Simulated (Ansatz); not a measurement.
Consider a crystal of Si5O in space group P-62m (No. 189), with Si on 3f and 2c; O on 1a.

Computed with DFT PBE, scalar-relativistic, plane waves, PAW in Ansatz. Cutoff 420 eV, Γ-centred mesh, Gaussian smearing, no spin polarisation.

Energies over the elements count from the elements' standard structures at the same level (O₂ as a molecule), with no fitted energy shifts.

Question: Predict the relaxed structure.

Answer:

Space group P-62m (No. 189). a = 6.625 Å, b = 6.625 Å, c = 2.607 Å, α = 90.00°, β = 90.00°, γ = 120.00°
| atom | site | symmetry | x | y | z |
| --- | --- | --- | --- | --- | --- |
| Si | 3f | m2m | 0.7213 | 0.0000 | 0.0000 |
| Si | 2c | -6.. | 0.3333 | 0.6667 | 0.0000 |
| O | 1a | -62m | 0.0000 | 0.0000 | 0.0000 |

Si on a site of symmetry m2m has 1 O at 1.85 Å and 2 Si at 2.41 Å; Si on a site of symmetry -6 is surrounded by 3 Si at 2.41 Å and 2 Si at 2.61 Å; around O lie 3 Si at 1.85 Å. Another local minimum with the same sites may exist.

Question: Where does its energy lie, and is it a metal?

Answer: The formation energy is −0.04 eV/atom and the gap on the 6×6×14 mesh of the 6-atom cell is 0 eV (a metal). It lies below the elements, which doesn't yet make it stable against other compounds or structures.

The last run used Gaussian smearing of 0.10 eV. Symmetry constrained the relaxation, so the result can be a saddle point.
